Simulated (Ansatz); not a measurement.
The relaxed structure here is a generated cell of InP: the first start was made by placing the elements on the sites of a structure type, and the end was not matched to a known phase here, so it may be hypothetical. Known forms of InP include space group No. 216.

The end point of a relaxation of InP. Space group Pccm (No. 49). These are PBE (plane waves to 420 eV, PAW, scalar-relativistic; Ansatz, a first-principles code) values and carry that method's errors.

```cif
data_In4P4
_chemical_formula_sum 'In4 P4'
_space_group_name_H-M_alt 'P 1'
_space_group_IT_number 1
_cell_length_a 4.09270
_cell_length_b 6.95441
_cell_length_c 7.78783
_cell_angle_alpha 90.000
_cell_angle_beta 90.000
_cell_angle_gamma 90.000
loop_
_space_group_symop_operation_xyz
  'x, y, z'
loop_
_atom_site_label
_atom_site_type_symbol
_atom_site_fract_x
_atom_site_fract_y
_atom_site_fract_z
_atom_site_occupancy
In1 In 0.50000 0.00000 0.00000 1
In2 In 0.50000 0.00000 0.50000 1
In3 In 0.00000 0.50000 0.25000 1
In4 In 0.00000 0.50000 0.75000 1
P1 P 0.93548 0.25262 0.00000 1
P2 P 0.06452 0.25262 0.50000 1
P3 P 0.06452 0.74738 0.00000 1
P4 P 0.93548 0.74738 0.50000 1
```

For InP, the volume per atom is 27.71 Å³, the band gap is zero (metallic) and the shortest distances is In–P 2.50 Å; P–P 3.48 Å. The k-mesh is 11×7×6.

Band energies at high-symmetry points (eV from the Fermi level; labels of this space group; no spin-orbit coupling), from −5 eV up to 2.8 eV:

```json
[
 {"point": "Γ", "energies": "-3.18 -1.77 -1.63 -1.63 -1.19 -1.00 -0.27 -0.08 0.09 0.15 0.23 1.29 2.56"},
 {"point": "X", "energies": "-4.16 -2.98 -2.81 -2.58 -1.58 -1.19 -1.17 -0.08 1.07 1.27 1.57 1.65 1.66 1.69"},
 {"point": "S", "energies": "-3.89 -3.08 -2.90 -2.84 -2.78 -1.78 -1.72 -1.29 -0.48 0.16 1.07 1.26 1.52 1.93 2.38"},
 {"point": "Y", "energies": "-4.49 -4.47 -4.01 -3.24 -3.14 -1.28 -1.01 -0.93 -0.81 -0.47 -0.19 0.91 1.32 1.48 1.91 2.49"},
 {"point": "Z", "energies": "-4.16 -4.16 -2.17 -2.17 -1.28 -1.28 -0.18 -0.18 -0.11 -0.11 0.51 0.51 0.74 0.74"},
 {"point": "U", "energies": "-3.24 -3.24 -2.77 -2.77 -1.54 -1.54 -1.02 -1.02 1.16 1.16 1.37 1.37 2.29 2.29"},
 {"point": "R", "energies": "-3.89 -3.89 -3.54 -3.54 -2.55 -2.55 -1.86 -1.86 -1.43 -1.43 1.01 1.01 1.15 1.15 2.25 2.25"},
 {"point": "T", "energies": "-4.94 -4.94 -3.99 -3.99 -2.84 -2.84 -2.60 -2.60 -0.99 -0.99 -0.52 -0.52 1.97 1.97 2.55 2.55"}
]
```

No spin polarisation in the result.

The run could not lose the symmetry of its start: the end is stationary, and may be a saddle point rather than a minimum.

It was reached from a disturbed copy of a P4₂/mmc (No. 131) cell, against which it lies -0.02 eV/atom.
